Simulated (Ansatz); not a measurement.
CdS (P6_3mc), relaxed and computed with several functionals in Ansatz (plane waves, PAW). Much of their spread follows the volume that each gives.

```csv
functional,V (Å³/atom),B₀ by P(V) fit (GPa)
PBE,26.03,53.3
r²SCAN,25.39,60.4
LDA,23.85,?
HSE06,25.49,59.4
```

Problem. Fit a straight line to ln B₀ against ln V and predict the withheld value.

Solution. Least squares on the 3 shown rows: ln B₀ = -5.07 × ln V + (20.501), with a scatter of 0.1 %. For LDA this gives 83.1. The run itself gave 67.9, a miss of 22.4 % of that, well beyond the scatter: the line misses something about this case.

Built on a structure type that need not be the filed one of that space group: CdS, P6_3mc (Pearson symbol hP12). Not the usual ambient phase: CdS, P6_3mc (Pearson symbol hP12). All cells were relaxed under the symmetry of their starts (and spin orders); stability against distortions was not tested throughout. Scalar-relativistic: spin–orbit coupling is off unless named, which matters more the heavier the elements.

Potentials: the later of the program's two PAW sets.

Ansatz (a program for electronic structure) is a plane-wave DFT program.
